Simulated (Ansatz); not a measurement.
## Computed properties of Ti$_{3}$In

Ti3In:
```yaml
crystal:
  lattice:
    - [5.90037, 0.00000, 0.00000]
    - [-2.95018, 5.10987, 0.00000]
    - [0.00000, 0.00000, 4.77017]
  atoms:
    - { symbol: Ti, position: [0.16551, 0.33102, 0.25000] }
    - { symbol: Ti, position: [0.83449, 0.66898, 0.75000] }
    - { symbol: Ti, position: [0.83449, 0.16551, 0.75000] }
    - { symbol: Ti, position: [0.16551, 0.83449, 0.25000] }
    - { symbol: Ti, position: [0.66898, 0.83449, 0.25000] }
    - { symbol: Ti, position: [0.33102, 0.16551, 0.75000] }
    - { symbol: In, position: [0.33333, 0.66667, 0.75000] }
    - { symbol: In, position: [0.66667, 0.33333, 0.25000] }
```

Space group P6_3/mmc (No. 194); conventional cell a = 5.9004 Å, b = 5.9004 Å, c = 4.7702 Å, α = 90.00°, β = 90.00°, γ = 120.00°.

Method: DFT-r²SCAN in the program Ansatz with PAW potentials. Structure relaxed to zero pressure with the same functional. Other levels are named where they apply.

### Cell and energy

```json
{
  "volume_per_atom": "17.98 Å³",
  "density": "5.97 g/cm³",
  "Formation energy from the elements (no fitted shifts)": "-0.18 eV/atom"
}
```

### Electronic structure

```json
{
 "electronic_character": "metallic (no gap)",
 "Density of states at the Fermi level": "0.58 states/eV per atom (mean over ±0.08 eV)"
}
```

The first step of the workflow began from a Materials Project structure, measured or hypothetical; the Crystallography Open Database copy checked does not list it. Whether it is the stable phase at ambient conditions was not checked. The cell was relaxed with r²SCAN under the symmetry of its start; whether a distortion lowers the energy is not shown. No spin polarisation was allowed. Axis ratios of metals converge slowly with the k-mesh, so a and c are less sure than the volume. The references are the lowest solids computed at this level, not always the standard phases. Scalar-relativistic: spin–orbit coupling is off unless named, which matters more the heavier the elements.

Potentials: the later of the program's two PAW sets.
